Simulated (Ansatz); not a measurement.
The cell is COD entry 9012723, as deposited and not checked against the literature; nothing was relaxed. The listed cell was then made from it by scaling, straining or moving an atom.

Ga: DFT, PBEsol, all-electron PAW with datasets made for the crystal, scalar-relativistic (Ansatz 0.2.0). What sets it apart from a plain run of this crystal: equal xx and yy strain of -1 %.

Command: `ansatz run input.yaml --threads 1 --pin off --max-ram 3072MiB --backend cpu --events-out ev --progress --plain --runs-dir out` The run took 19 s on 1 thread of Arm Neoverse V1, on a shared host, peak memory 0.41 GiB.

```yaml
crystal:
  lattice:
    - [-1.38996, 1.38996, 2.229]
    - [1.38996, -1.38996, 2.229]
    - [1.38996, 1.38996, -2.229]
  atoms:
    - { symbol: Ga, position: [0.0, 0.0, 0.0] }
kpoints:
  mp_grid: { grid: [16, 16, 16] }
scf:
  occupations: { method: fermi_dirac, width: 0.03 }
hamiltonian:
  xc: pbesol
  pseudopotentials: { kind: all_electron, datasets: crystal }
output:
  forces: true
  stress: true
  eigenvalues: true
  efg: { contact_densities: true }
```

Output (standing set-up lines are left out):

```
Crystal: 1 atoms, lattice volume = 17.226 Å³
Basis set: ecut = 240 eV, 145 PW (Γ), exchange–correlation on 32×32×32 points (8 copies of the dense FFT grid, shifted against one another)
iter 1 solved again at ethr=5.10e-4 eV; its pass at ethr=1.00e-1 eV (dr2=6.63e-2 eV) is discarded
SCF iter   1: F=—  HF=-52860.020107 eV  |F-HF|=—  |Δ(HF+E_count)|=         —  Δρ=1.90e-2  dr2=6.73e-2  ethr=5.10e-4  ⟨swp⟩=3.4  Hψ=21608  notcnv=0
preconditioner: auto → none  [metal: Δε(μ)=0.045 eV  Ē_g=21.540 eV  σ=0.030 eV  W_gap=0.35  n_scr=0 (ndim 8)  ℏωp=32.3 eV  f_vac=0.000  D(μ)=0.24/eV (n_scr^D=0)]
SCF iter   2: F=—  HF=-52860.025147 eV  |F-HF|=—  |Δ(HF+E_count)|=   5.04e-3  Δρ=7.98e-3  dr2=1.14e-2  ethr=5.10e-4  ⟨swp⟩=2.0  Hψ=7691  notcnv=0  defer=5
iter 3 solved again at ethr=4.16e-6 eV; its pass at ethr=8.78e-5 eV (dr2=5.41e-4 eV) is discarded
SCF iter   3: F=—  HF=-52860.029150 eV  |F-HF|=—  |Δ(HF+E_count)|=   4.00e-3  Δρ=1.74e-3  dr2=5.27e-4  ethr=4.16e-6  ⟨swp⟩=2.0  Hψ=16261  notcnv=0
SCF iter   4: F=—  HF=-52860.028336 eV  |F-HF|=—  |Δ(HF+E_count)|=   8.14e-4  Δρ=5.31e-4  dr2=4.67e-5  ethr=4.05e-6  ⟨swp⟩=3.0  Hψ=8446  notcnv=0
SCF iter   5: F=—  HF=-52860.028161 eV  |F-HF|=—  |Δ(HF+E_count)|=   1.75e-4  Δρ=1.16e-4  dr2=2.04e-6  ethr=3.59e-7  ⟨swp⟩=3.0  Hψ=10507  notcnv=0
SCF iter   6: F=—  HF=-52860.028155 eV  |F-HF|=—  |Δ(HF+E_count)|=   5.26e-6  Δρ=3.24e-5  dr2=1.66e-7  ethr=1.57e-8  ⟨swp⟩=3.0  Hψ=8100  notcnv=0
SCF iter   7: F=—  HF=-52860.028155 eV  |F-HF|=—  |Δ(HF+E_count)|=   2.08e-7  Δρ=6.42e-6  dr2=3.69e-9  ethr=1.28e-9  ⟨swp⟩=3.0  Hψ=8353  notcnv=0  defer=1
SCF iter   8: F=—  HF=-52860.028155 eV  |F-HF|=—  |Δ(HF+E_count)|=   1.08e-8  Δρ=4.48e-6  dr2=3.33e-9  ethr=2.84e-11  ⟨swp⟩=3.0  Hψ=8402  notcnv=0
SCF iter   9: F=-52860.028155 eV  HF=-52860.028155 eV  |F-HF|=6.55e-11  |Δ(HF+E_count)|=   1.18e-8  Δρ=2.26e-7  dr2=6.21e-12  ethr=2.56e-11  ⟨swp⟩=3.0  Hψ=8330  notcnv=0
SCF 1 converged in 9 iterations: F = -52860.028155 eV  dr2 = 6.21e-12
  Residual-converged pass: ⟨swp⟩=1.2  Hψ=3900  notcnv=0  max |occ|·‖R‖ = 3.4e-6 eV (tolerance 3.7e-6 eV)  dr2=5.80e-12  dr2_onsite=2.48e-10  max |Δocc| = 4.4e-13
  greatest PAW one-centre occupation: 0.994 electrons in one spin orbital (limit 2), on the Ga atom at site 0 (counted from 0), in its partial waves of l = 2
SCF converged after 9 iterations
Free energy (F): -52860.028155 eV
Harris-Foulkes:  -52860.028155 eV  (|F-HF|=6.55e-11)
Internal energy: -52860.027429 eV  (E = F + TS)
E sigma→0 (E₀):  -52860.027792 eV
Entropy (-TS):   -0.000727 eV (-0.727 meV/atom)
Past the cutoff: the bands carry plane waves up to 1.75 times it, of which those up to 1.5 times it add -0.000199 eV an atom, each by itself; the spheres take 0.000344 eV an atom off the energy for waves past 1.75 times it
By the cutoff:   a pressure is off by up to 0.008 GPa (1.2 times the spheres' own share and the shells' term, over an atom's volume, and 0.004 GPa: a bound that held against runs at twice the plane waves)
Past the cutoffs: a stress includes 0.0014 GPa for waves and charges beyond them, in addition to the slope of what the spheres take
In the spheres:  the bands' charges fall short by 8.4e-6 e at most (sound up to 1e-3)
Fermi energy:    13.106142 eV
--- Per-component energies (eV) ---
  The terms above E_closure are by the made datasets' own strengths, without shells solved beside the bands.
--- Forces (eV/Å), atoms counted from 1 ---
  atom   1  Ga     0.00000000     0.00000000    -0.00000000
  max |Σ_I F_I| component: 2.47e-32 eV/Å
--- Stress (GPa, compression-positive) ---
        2.737191       0.000000      -0.000000
        0.000000       2.737191      -0.000000
        0.000000       0.000000       0.567363
  P = ⅓ Tr σ = 2.0139 GPa (20.139 kbar)
--- PAW observables at the nuclei: V_zz in 10²¹ V/m², potentials from the cell's mean, atoms counted from 1 ---
  atom   1  Ga V_zz =    +2.651335   η = 0.0000   by run symmetry: allowed
            electrostatic potential = -4132.747666 V   contact ρ = 187141.326638 e/Å³
--- Band table (eV; the first three rows and the last of 349) ---
  k-point 0: bands = ["-1.9424", "-1.7883", "-1.7883", "-1.7749", "-1.6162", "1.3267", "26.3608", "26.3608", "26.3814"]
  k-point 1: bands = ["-1.9258", "-1.7976", "-1.7818", "-1.7691", "-1.6244", "1.4817", "25.1344", "25.4532", "25.8303"]
  k-point 2: bands = ["-1.8781", "-1.8239", "-1.7626", "-1.7558", "-1.6480", "1.9501", "23.2612", "23.8114", "24.6535"]
  k-point 348: bands = ["-2.0895", "-2.0022", "-1.5503", "-1.5441", "-1.5441", "9.1363", "9.2514", "19.8703", "19.8703"]
```
